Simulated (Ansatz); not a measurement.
La (dhcp type, space group P6_3/mmc)

```
CELL_PARAMETERS angstrom
      3.78558     0.00000     0.00000
     -1.89279     3.27841     0.00000
      0.00000     0.00000    12.03275
ATOMIC_POSITIONS crystal
  La 0.00000 0.00000 0.00000
  La 0.00000 0.00000 0.50000
  La 0.33333 0.66667 0.25000
  La 0.66667 0.33333 0.75000
```

The slice is a (1 -1 0 0) plane (indices of the conventional cell) through the point (0.667, 0.333, 0.750) (fractional), spanned by u = [110] and v = [001] in vectors of this cell: u (3.79 Å) and v (12.03 Å, at 90° to u). It covers one period; positions are fractions (u, v).

The numbers are results of r2SCAN (plane waves to 500 eV, PAW, scalar-relativistic; Ansatz, a quantum-chemistry and plane-wave program), not measurements. k mesh 14×14×4. These are valence fields of a PAW run, semicore shells included where kept as valence: close to a nucleus they are smooth pseudo fields. La is run without spin polarisation. La was relaxed with its symmetry unable to fall.

Question: Sketch the valence electron density on this plane as a map.

Answer: 
```
|@@%-  -%@|
|@%+.  .+%|
|=-.    .-|
|..      .|
|  ..::.. |
|  .-++-. |
|  .=**=. |
|  .-++-. |
|   .--.  |
|    ..   |
|         |
|   .::.  |
|  .-++-. |
|  .=**=. |
|  .-++-. |
|   .::.  |
|         |
|    ..   |
|   .--.  |
|  .-++-. |
|  .=**=. |
|  .-++-. |
|  ..::.. |
|..      .|
|=-.    .-|
|@%+.  .+%|
|@@%-  -%@|
|@@@=..=@@|
```
Scale: ten equal steps from -1.13 (start of ' ') to 0.22 (end of '@'), in the order ' .:-=+*#%@'. Values: log₁₀ of the valence density in e/Å³. The map has 9 points along u (one character each, u = 0 at the left) and 28 along v (v = 0 in the bottom row). The scale is logarithmic, as a density can span decades between atoms and voids.
